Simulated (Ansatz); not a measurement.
Mg:
Space group P6/mmm (No. 191); a = 3.072 Å, b = 3.072 Å, c = 3.057 Å, α = 90.00°, β = 90.00°, γ = 120.00°

| atom | site | symmetry | x | y | z |
|---|---|---|---|---|---|
| Mg | 1a | 6/mmm | 0.0000 | 0.0000 | 0.0000 |

Relaxed at zero pressure with DFT-PBEsol in the program Ansatz with PAW potentials.

Problem. The volume is raised by 9 % and shape and atoms relax at that volume. What pressure results, and how do the axes share the change?

Solution. -2.0 GPa; a 2.4 %, b 2.4 %, c 3.9 %; the energy rises by 15 meV/atom.

Problem. Give the new structure.

Solution. 
Space group P6/mmm (No. 191); a = b = 3.147 Å, c = 3.176 Å, α = β = 90.00°, γ = 120.00°

| atom | site | symmetry | x | y | z |
|---|---|---|---|---|---|
| Mg | 1a | 6/mmm | 0.0000 | 0.0000 | 0.0000 |

The phase is kept; no other phase was compared at this pressure.

The workflow started from a Materials Project entry (that database holds measured and hypothetical structures alike); the Crystallography Open Database copy checked does not list it. It is not the phase usual at ambient conditions (space group No. 194). Symmetry was held in the PBEsol relaxation. At this level the phase is dynamically unstable (imaginary phonons). Axis ratios of metals converge slowly with the k-mesh, so a and c are less sure than the volume.

Potentials: the earlier of the program's two PAW sets. The files were generated under PBE; for other functionals the program regenerates the frozen cores, and for LDA and PBEsol the local potential too.
